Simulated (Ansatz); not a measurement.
A trial cell of CuRu₂, before relaxation:

```
Cu Ru
1.0
     2.25236    0.00000    0.00000
    -1.12618    1.95060    0.00000
     0.00000    0.00000   11.99266
Cu Ru
1 2
Direct
  0.33333 0.66667 0.00000
  0.66667 0.33333 0.90800
  0.66667 0.33333 0.09200
```

All numbers below come from DFT PBE, scalar-relativistic, plane waves, PAW in Ansatz 0.2.0. Cutoff 420 eV, Gaussian smearing, Γ-centred meshes. Cell and atoms relax first on a coarse mesh and then on a finer one. In between, the cell is made exact in the group found at 0.06 Å. In metals the finer mesh still leaves noise of several meV/atom or more. The steps can't lower the symmetry of their start. No spin polarisation in the relaxation; trial moments died out in a coarse test.

A guess keeps its type if space group and coordination stay and the shape of the cell changes little (axis ratios within about 15 %, angles within 6°); the volume may change.

Problem. Does this structure survive the relaxation?

Solution. It doesn't keep its type. The symmetry stays P-6m2 (No. 187). The volume per atom shrinks by 21.4 %, from 17.6 to 13.8 Å³. The shortest distance goes from 1.71 Å (Cu–Ru) to 2.31 Å (Ru–Ru). The ratio c/a of the conventional cell changes by a factor of 0.47. Counting neighbours within 15 % of an atom's shortest distance, the start has Cu 6, Ru 3 and the end Cu 12, Ru 1. In detail, at the end Cu has 6 Cu at 2.67 Å and 6 Ru at 2.68 Å; Ru is surrounded by 1 Ru at 2.31 Å, 6 Ru at 2.67 Å and 3 Cu at 2.68 Å.

```cif
data_structure
_symmetry_space_group_name_H-M 'P-6m2'
_symmetry_Int_Tables_number 187
_cell_length_a 2.6739
_cell_length_b 2.6739
_cell_length_c 6.6887
_cell_angle_alpha 90.000
_cell_angle_beta 90.000
_cell_angle_gamma 120.000
_cell_volume 41.42
loop_
_atom_site_label
_atom_site_type_symbol
_atom_site_symmetry_multiplicity
_atom_site_Wyckoff_symbol
_atom_site_fract_x
_atom_site_fract_y
_atom_site_fract_z
_atom_site_occupancy
Cu1 Cu 1 a 0.00000 0.00000 0.00000 1
Ru1 Ru 2 h 0.33333 0.66667 0.67231 1
```

Energies over the elements count from the elements' standard structures at the same level, with no fitted energy shifts.

Problem. At what energy does it end?

Solution. +0.36 eV/atom. A positive value: parting into the elements would lower its energy.

The last run used an 18×18×8 mesh (in the run's order of axes) for its 3-atom cell and Gaussian smearing of 0.10 eV. A structure relaxed within its symmetry needn't be a true minimum.
